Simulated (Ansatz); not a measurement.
A geometry of In away from equilibrium: the start of the relaxation of a relaxed In cell, doubled along one cell vector, shaken by Gaussian noise of σ = 0.08 Å a coordinate. Method: r2SCAN (plane waves to 500 eV, PAW, scalar-relativistic; Ansatz, a first-principles code). Γ-centred k-mesh 12×6×14 on the run's cell (coarser than for final values), Fermi–Dirac smearing 0.05 eV.

```xyz
2
Lattice="-1.6367 1.6367 2.4537 3.2733 -3.2733 4.9075 1.6367 1.6367 -2.4537" Properties=species:S:1:pos:R:3 pbc="T T T"
In     0.1385    -0.0321     0.0730
In     1.6044    -1.6764     2.3557
```

What forces act on the atoms (eV/Å)?


| atom | Fx | Fy | Fz |
|---|---|---|---|
| In1 | -0.56 | 0.00 | -0.34 |
| In2 | 0.56 | 0.00 | 0.34 |

What is the pressure?

+1.0 GPa, compression positive.

How much energy per atom can still be gained by relaxing?

0.04 eV/atom; the path ends in C2/m (No. 12) at a tolerance of 0.01 Å, I4/mmm (No. 139) at 0.1 Å.

No spin polarisation in the result.

The run could not lose the symmetry of its start: the end is stationary, and may be a saddle point rather than a minimum.

The end of the path is a generated cell of In: the first start was made by placing the elements on the sites of a structure type, and the end was not matched to a known phase here, so it may be hypothetical. Known forms of In include space group No. 139.
